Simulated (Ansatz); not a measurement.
NbN (rock salt)

```xyz
2
Lattice="0.0000 2.2106 2.2106 2.2106 0.0000 2.2106 2.2106 2.2106 0.0000" Properties=species:S:1:pos:R:3 pbc="T T T"
N      0.0000     0.0000     0.0000
Nb     2.2106     2.2106     2.2106
```

The slice is a {110} plane (indices of the conventional cell) through the point (0.000, 0.000, 0.000) (fractional), spanned by u = [100] and v = [1 -1 -1] in vectors of this cell: u (3.13 Å) and v (4.42 Å, at 90° to u). It covers one period; positions are fractions (u, v).

Computed with PBE (plane waves to 420 eV, PAW, scalar-relativistic; Ansatz, a quantum-chemistry and plane-wave program). k mesh 18×18×18. Inside the PAW spheres the values are not all-electron values, and peaks at nuclei hang on which shells count as valence. NbN is run without spin polarisation. NbN was relaxed with its symmetry unable to fall. This is a high-temperature form of NbN.

### Question
What is the valence density on the shortest N–Nb line in this plane (2.21 Å), at its minimum between the atoms?

### Answer
0.53 e/Å³.

### Question
What is the ELF at the density minimum of the shortest N–Nb line in this plane (2.21 Å)?

### Answer
0.2.

### Question
Predict the map of the electrostatic potential energy of an electron, from the cell's mean on the slice.

### Answer
```tsv
v \ u	0.00	0.13	0.26	0.39	0.52	0.65	0.78	0.91
0.88	x	x	12.3	12.9	12.6	13.1	x	x
0.75	<5.0	6.4	10.8	13.2	13.7	12.6	9.5	<5.0
0.62	x	x	<5.0	10.2	12.5	7.7	x	x
0.50	x	x	x	7.6	11.3	<5.0	x	x
0.38	x	x	<5.0	10.2	12.5	7.7	x	x
0.25	<5.0	6.4	10.8	13.2	13.7	12.6	9.5	<5.0
0.12	x	x	12.3	12.9	12.6	13.1	x	x
0.00	x	x	x	11.9	11.4	11.9	x	x
```

Values: electrostatic potential energy of an electron, from the cell's mean, in eV. Points within 0.9 Å of a nucleus are blanked (x), as the pseudised field means little there. Values under 5 eV are set to 5. The zero, the cell's mean, hangs on the PAW cores.
